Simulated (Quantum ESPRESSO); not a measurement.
# Al2Hf2Ti3In: different elements on one site, starting from this cell

A calculation, not a measurement. The program is pw.x of Quantum ESPRESSO 7.5 (plane-wave density functional theory). The cell is made up: eight metal atoms on a face-centred cubic lattice, with elements, volume, strain and displacements drawn at random and not relaxed, so it may be unstable or far from any real phase. PseudoDojo standard norm-conserving files set the functional (PBE unless stated); there is no spin polarisation or spin-orbit coupling, the Fermi-Dirac width of 0.25 eV means electrons at about 2900 K, and the masses in the input are unused placeholders. Heavy elements are run without spin-orbit coupling, which real alloys of them have. A spin test at this wide smearing found no moment, but such smearing suppresses magnetism that the real alloy may have.

The runs put different elements on site 8. Cell, positions, cutoff, mesh and smearing stay as in the input of run 1; sites are counted in its order. Stress in the tables is positive in tension.

Input of run 1:

```
&control calculation='scf', pseudo_dir='./dojo.nc.sr.pbe.v0_5.standard.upf', outdir='./o', disk_io='minimal', tprnfor=.true., tstress=.true. /
&system ibrav=0, nat=8, ntyp=4, nbnd=54, ecutwfc=84.00895049, nosym=.true., tot_charge=0,
 occupations='smearing', smearing='fd', degauss=0.0183746611
/
&electrons conv_thr=1.470e-08, electron_maxstep=70, mixing_beta=0.5 /
ATOMIC_SPECIES
Al 1.0 Al.upf
Hf 1.0 Hf.upf
In 1.0 In.upf
Ti 1.0 Ti.upf
CELL_PARAMETERS angstrom
0.0 -2.0996 -2.0996
2.0996 4.1993 -2.0996
8.3985 -4.1993 4.1993
ATOMIC_POSITIONS angstrom
Al -0.0119 -0.0165 -0.0055
Hf 4.2105 -2.0776 2.0746
Ti 4.2155 -0.0017 0.0289
Ti 8.4154 -2.1076 2.129
Al 2.1033 -2.0936 -0.005
Ti 6.309 -4.2154 2.0834
In 2.1098 0.04 -2.0751
Hf 6.2449 -2.1378 0.0276
K_POINTS automatic
8 5 3 1 1 1
```

| run | elements on sites 1 to 8 | -TS (eV) | pressure (GPa) | stress xx (GPa) | stress yy (GPa) | stress zz (GPa) | stress yz (GPa) | stress xz (GPa) | stress xy (GPa) | iterations |
| --- | --- | --- | --- | --- | --- | --- | --- | --- | --- | --- |
| 1 | Al Hf Ti Ti Al Ti In Hf | -1.664 | 5.35 | -5.13 | -5.49 | -5.43 | -0.58 | 1.94 | -2.07 | 18 |
| 2 | Al Hf Ti Ti Al Ti In Sc | -1.704 | 4.94 | -4.65 | -5.08 | -5.08 | -0.35 | 1.39 | -1.52 | 18 |
| 3 | Al Hf Ti Ti Al Ti In Zr | -1.686 | 5.80 | -5.67 | -5.90 | -5.82 | -0.50 | 1.77 | -1.88 | 17 |
| 4 | Al Hf Ti Ti Al Ti In Ta | -1.708 | 1.97 | -2.18 | -1.91 | -1.82 | -0.42 | 1.83 | -1.92 | 18 |
| 5 | Al Hf Ti Ti Al Ti In Au | -1.722 | -0.01 | 2.92 | -1.41 | -1.48 | -0.42 | 1.04 | -1.15 | 17 |

Forces Fx Fy Fz (eV/Å):

| site | run 1 | run 2 | run 3 | run 4 | run 5 |
| --- | --- | --- | --- | --- | --- |
| 1 | -0.58 0.09 -0.03 | -0.61 0.09 -0.03 | -0.59 0.10 -0.03 | -0.59 0.10 -0.03 | -0.73 0.14 -0.08 |
| 2 | -1.16 -0.40 0.37 | -1.07 -0.39 0.36 | -1.28 -0.40 0.38 | -0.83 -0.24 0.23 | -0.35 -0.16 0.14 |
| 3 | -0.72 0.05 -0.11 | -0.75 0.16 -0.22 | -0.81 0.14 -0.18 | -0.34 -0.14 0.10 | -0.02 0.13 -0.18 |
| 4 | 0.02 0.14 -0.19 | 0.10 0.04 -0.09 | 0.11 0.09 -0.14 | -0.33 0.34 -0.37 | -0.58 0.19 -0.23 |
| 5 | 0.32 0.15 -0.11 | 0.38 0.16 -0.11 | 0.33 0.15 -0.10 | 0.30 0.14 -0.10 | 0.50 0.09 -0.04 |
| 6 | 0.75 -0.33 0.39 | 0.83 -0.24 0.31 | 0.88 -0.34 0.39 | 0.54 -0.40 0.45 | 0.45 -0.48 0.56 |
| 7 | 0.04 -0.18 0.04 | 0.04 -0.18 0.05 | 0.05 -0.18 0.04 | 0.05 -0.18 0.04 | 0.05 -0.19 0.05 |
| 8 | 1.34 0.46 -0.36 | 1.08 0.36 -0.28 | 1.32 0.44 -0.36 | 1.20 0.38 -0.32 | 0.67 0.27 -0.23 |

Energies are left out, as each element's file has its own zero. A rerun of one cell of this series at a higher cutoff and on a denser mesh moved values by no more than 0.002 eV in energy, 0.06 GPa in stress and 0.003 eV/Å in force, and a second program with other atomic files agreed on that cell to 2 % rms in force and 0.5 GPa in pressure.